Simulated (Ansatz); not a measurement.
ScB$_{2}$:
```xyz
3
Lattice="-1.3446 1.3446 4.3036 1.3446 -1.3446 4.3036 1.3446 1.3446 -4.3036" Properties=species:S:1:pos:R:3 pbc="T T T"
Sc     0.0000     0.0000     0.0000
B      0.0000     0.0000     2.4763
B      0.0000     0.0000     6.1309
```

Relaxed with PBE. Special points in fractions of this cell's reciprocal vectors: Γ (0.000, 0.000, 0.000); X (0.000, 0.000, 0.500); P (0.250, 0.250, 0.250); N (0.000, 0.500, 0.000); M (0.500, 0.500, -0.500); S (0.274, 0.726, -0.274); S0 (-0.274, 0.274, 0.274); R (-0.049, 0.049, 0.500); G (0.500, 0.500, -0.049).

List the band energies nearest the Fermi level at these points for DFT-PBE in the program Ansatz with PAW potentials.

In eV from the Fermi level; about four levels below and three above (degenerate sets whole), none deeper than 8.9 eV; points with the same levels are listed once.

```tsv
k	below	above
Γ	-4.16 -3.15 -0.45	0.10 0.10 4.86
X	-4.76 -2.71 -2.03 -0.01	2.13 3.28 4.34
P	-5.64 -5.64 -4.67 -3.30 -1.05	1.05 1.15 1.15
N	-8.75 -8.17 -3.03 -1.89	0.05 2.45 4.09
M	-6.96 -0.53 -0.49	0.81 0.81 3.28
S	-7.74 -3.15 -2.05	0.17 2.40 4.17
R	-5.22 -4.68 -2.08 -2.05	0.05 1.79 3.60
```

Space group I4/mmm (MoSi2 or CaC2 type). The cell is a constructed one: a structure type filled with these elements; neither database checked (COD, Materials Project) lists it. COD files the formula under space group No. 191. Its standing as an ambient phase is unchecked. The PBE relaxation kept the symmetry of its start; its stability against distortions is not shown here. The run is not spin-polarised.

Potentials: the earlier of the program's two PAW sets.
